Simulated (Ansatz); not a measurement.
Q: AgRh (L1₀ or tetragonal B2, P4/mmm) is relaxed with PBE (plane waves, PAW; program Ansatz). What lattice parameters of the conventional cell result?

A: a = 2.732 Å, c = 4.244 Å.

The start of the workflow was typed in or built on a structure type; neither database checked (COD, Materials Project) lists it. Its standing as an ambient phase is unchecked. The PBE relaxation kept the symmetry of its start; its stability against distortions is not shown here. The run is not spin-polarised. Its formation energy is positive at this level, so the cell may be metastable or incomplete. Axis ratios of metals converge slowly with the k-mesh, so a and c are less sure than the volume.

Potentials: the earlier of the program's two PAW sets.
